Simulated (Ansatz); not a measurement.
An Ansatz input:

```yaml
crystal:
  lattice:
    - [3.0437040583, 0.0, 0.0]
    - [0.0, 3.0437040583, 0.0]
    - [0.0, 0.0, 3.0437040583]
  atoms:
    - { symbol: In, position: [0.0, 0.0, 0.0] }
hamiltonian:
  xc: r2scan
  pseudopotentials:
    kind: paw
    azcp:
      In: "pseudopotentials/In.paw.azcp"
basis:
  ecutwfc: 500
  fft_grid_basis: typed
kpoints:
  mp_grid: { grid: [12, 12, 12], shift: [0, 0, 0] }
magnetization:
  spin_polarized: false
scf:
  occupations: { method: fermi_dirac, width: 0.1 }
  lower_state_search: "off"
output:
  stress: true
```

and its output:

```
Engine: ansatz 0.2.0, x86_64-unknown-linux-gnu
Pseudopotentials: kind: paw
Pseudopotential: In, paw, valence charge 13, recommended cutoff 500 eV (meta_gga) 
Functional definition: r2SCAN
  parameter k0 = 0.174
  parameter k1 = 0.065
  parameter a1 = 4.9479
  exchange = r2scan_x(k0 = k0, k1 = k1, a1 = a1)
  correlation = r2scan_c
Crystal: 1 atoms, lattice volume = 28.197 Å³
Basis set: ecut = 500 eV, 739 PW (Γ), exchange–correlation on 96×96×96 points (64 copies of the dense FFT grid, shifted against one another)
Bands: 11, of which v1, the nominal top of the filled ones, is band 7 counted from 1 (6 counted from 0)
Symmetry: 48 space group operations
Space group: Pm-3m (ITA 221), of the structure as read, at distance tolerance 3.0e-5 Å
k-points: 84 of 1728
Non-local potential: In, projectors of the file, l = 0: 2, l = 1: 2, l = 2: 2, l = 3: 2
PAW form: soft (Blöchl's): semilocal exchange-correlation on the pseudo side does not see the compensation charge
PAW frozen core: In, regenerated for the run's functional (the file was generated under x = pbe(κ = 0.804, μ = 0.2195149727645171), c = pbe(β = 0.06672455060314922))
PAW one-centre angular grid: In, 590 points (default); XC on 289 of its mesh's 2783 points in the sphere
Initial density: superposition of atomic densities (neutral atoms: chi_scale 0, normalization atom), corrected by the library's trained network
Initial wavefunctions: pseudopotential atomic-orbital guess
Functional: x = r2scan, c = r2scan; τ floored in thin density (d = 2e-4 eV/Å³)
SCF iter   1: F=-5611.776578 eV  HF=-5611.774776 eV  |F-HF|=1.80e-3  |Δ(HF+E_count)|=         —  Δρ=7.56e-3  dr2=8.87e-3  dr2_τ=2.00e-3  ethr=1.77e-3  ⟨swp⟩=5.1  Hψ=5771  notcnv=0
SCF iter   2: F=-5611.779383 eV  HF=-5611.780090 eV  |F-HF|=7.07e-4  |Δ(HF+E_count)|=   5.31e-3  Δρ=3.16e-3  dr2=1.58e-3  dr2_τ=7.20e-5  ethr=6.82e-5  ⟨swp⟩=2.9  Hψ=2475  notcnv=0  defer=11
SCF iter   3: F=-5611.779835 eV  HF=-5611.779834 eV  |F-HF|=1.15e-7  |Δ(HF+E_count)|=   2.56e-4  Δρ=3.04e-4  dr2=1.09e-5  dr2_τ=1.20e-6  ethr=1.22e-5  ⟨swp⟩=2.2  Hψ=1430  notcnv=0  defer=11
SCF iter   4: F=-5611.779836 eV  HF=-5611.779836 eV  |F-HF|=8.59e-8  |Δ(HF+E_count)|=   1.60e-6  Δρ=5.37e-5  dr2=6.71e-7  dr2_τ=5.72e-8  ethr=8.39e-8  ⟨swp⟩=2.2  Hψ=1171  notcnv=0  defer=11
iter 5 did not close the SCF: its close was put off for the readings that it lacked (scf_convergence_deferred on its scf_iter line)
SCF iter   5: F=-5611.779836 eV  HF=-5611.779836 eV  |F-HF|=2.12e-8  |Δ(HF+E_count)|=   2.84e-7  Δρ=1.55e-5  dr2=3.41e-8  dr2_τ=2.82e-9  ethr=5.16e-9  ⟨swp⟩=2.0  Hψ=1450  notcnv=0  defer=11
SCF iter   6: F=-5611.779836 eV  HF=-5611.779836 eV  |F-HF|=1.11e-9  |Δ(HF+E_count)|=   3.39e-8  Δρ=1.97e-6  dr2=1.40e-9  dr2_τ=3.40e-11  ethr=2.62e-10  ⟨swp⟩=1.9  Hψ=2881  notcnv=0
SCF 1 converged in 6 iterations: F = -5611.779836 eV  dr2 = 1.40e-9
SCF converged after 6 iterations
Free energy (F): -5611.779836 eV
Harris-Foulkes:  -5611.779836 eV  (|F-HF|=1.11e-9)
Internal energy: -5611.764735 eV  (E = F + TS)
E sigma→0 (E₀):  -5611.772285 eV
Entropy (-TS):   -0.015102 eV (-15.102 meV/atom)
Fermi energy:    8.967755 eV
--- Per-component energies (eV) ---
  E_band       = -45.779888
  E_kinetic    = 241.465547
  E_local      = -1161.258928  (includes V_loc(G=0)·N_el)
  E_nonlocal   = 366.418633
  E_hartree    = 458.045338
  E_xc         = -201.343634
  E_vxc        = -107.411222  (∫ρ·V_xc dr)
  E_paw        = -4181.801576  (= ΣΔE_a)
  E_vpaw       = -308.725109  (= ΣTr[D̂ρ^β])
  E_aug_tail   = 0.000007  (compensation charges beyond the density's cutoff)
  E_vtau       = 7.641190  (kinetic-family band-sum trace: ∫τ·v_τ [+ j·A + Jᵃ·Aᵃ] dr)
  E_ewald      = -1134.255667
  E_core_change = 0.965546  (= ΣΔE_core)
  E_smearing   = -0.015102  (= −TS)
  E_closure    = 0.000000  (closes the sum)
  Σ components = -5611.779836   (vs F -5611.779836, Δ=0.00e0)
--- Stress (GPa, compression-positive) ---
       -0.113734      -0.000000      -0.000000
       -0.000000      -0.113734       0.000000
       -0.000000       0.000000      -0.113734
  P = ⅓ Tr σ = -0.1137 GPa (-1.137 kbar)
```

Command:

```sh
ansatz run input.yaml --threads 1 --pin off --max-ram 3584MiB --backend cpu --events-out ev --progress --plain --runs-dir out
```

On 1 thread of Intel(R) Xeon(R) Platinum 8259CL CPU @ 2.50GHz (Skylake/Cascade Lake) (shared host) this took about 5.7 s of wall time and 5.7 s of CPU time.
